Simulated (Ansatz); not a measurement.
Cu Kα1 powder pattern (kinematic, no thermal factors).
2θ (°) (relative intensity): 26.29 (7), 28.00 (57), 28.67 (16), 32.64 (100), 38.55 (3), 39.29 (4), 46.39 (34), 47.27 (28), 55.07 (9), 55.45 (15), 56.22 (7), 57.88 (18), 59.36 (4), 61.85 (5), 66.04 (3), 68.39 (9), 69.56 (2), 74.79 (7), 75.78 (3), 76.76 (3), 77.20 (15), 78.50 (10), 84.50 (2), 86.04 (6), 86.67 (10), 88.58 (4), 88.73 (1)

The pattern is computed from a structure relaxed with DFT PBE, scalar-relativistic, plane waves, PAW (Ansatz 0.2.0). No spin polarisation. Its elements are Ge, In, S.

**Question.** Give the structure.

**Answer.** In$_{2}$GeS$_{2}$.
Space group P-3m1 (No. 164). a = 3.911 Å, b = 3.911 Å, c = 9.334 Å, α = 90.00°, β = 90.00°, γ = 120.00°
```
atom  site  symmetry       x       y       z
  In    2d       3m. 0.6667  0.3333  0.3520
  Ge    1a      -3m. 0.0000  0.0000  0.0000
   S    2d       3m. 0.6667  0.3333  0.8350
```

A pattern alone doesn't exclude other cells with like lines; this is the one computed.

It was reached by relaxing an invented guess, and it needn't be the stable form of this composition.
